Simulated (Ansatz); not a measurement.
## Re (hcp)

Computed with Ansatz (plane waves, PAW, 500 eV cutoff): r²SCAN, scalar-relativistic, no spin polarisation, 18×18×10 k-mesh, Gaussian smearing of 0.05 eV; PAW files: Ansatz's generated set soft_2.

```cif
data_structure
_symmetry_space_group_name_H-M 'P 1'
_symmetry_Int_Tables_number 1
_cell_length_a 2.7578
_cell_length_b 2.7578
_cell_length_c 4.4625
_cell_angle_alpha 90.000
_cell_angle_beta 90.000
_cell_angle_gamma 120.000
_cell_volume 29.39
loop_
_atom_site_label
_atom_site_type_symbol
_atom_site_fract_x
_atom_site_fract_y
_atom_site_fract_z
_atom_site_occupancy
Re1 Re 0.33333 0.66667 0.75000 1
Re2 Re 0.66667 0.33333 0.25000 1
```

The cell is relaxed to zero pressure at this level.

Path: Γ–M–K–Γ–A–L–H–A | L–M | H–K, with Γ = (0.000, 0.000, 0.000), M = (0.500, 0.000, 0.000), K = (0.333, 0.333, 0.000), A = (0.000, 0.000, 0.500), L = (0.500, 0.000, 0.500), H = (0.333, 0.333, 0.500) in reciprocal vectors of the calculation's cell.

Is it a metal or an insulator, and if it has a gap, where are the band edges on this path?

A metal: bands cross the Fermi level.

Levels between -5 and 3 eV from the Fermi level at the path's named points:
```tsv
point	below E_F (eV)	above E_F (eV)
Γ	-1.64 -1.59 -1.59 -0.73 -0.73	0.27 0.27 0.52
M	-1.95 -1.85 -1.45 -0.61	
K	-4.23 -4.23 -3.54 -2.22 -2.22 -0.04	
A	-2.50 -2.50 -1.72 -1.72 -1.72 -1.72	2.72 2.72 2.72 2.72
L	-4.28 -4.28	0.46 0.46 0.90 0.90
H	-4.73 -4.73 -3.90 -3.90 -2.27 -2.27	0.09 0.09
```

Spin–orbit coupling, which matters for such heavy elements, is left out.
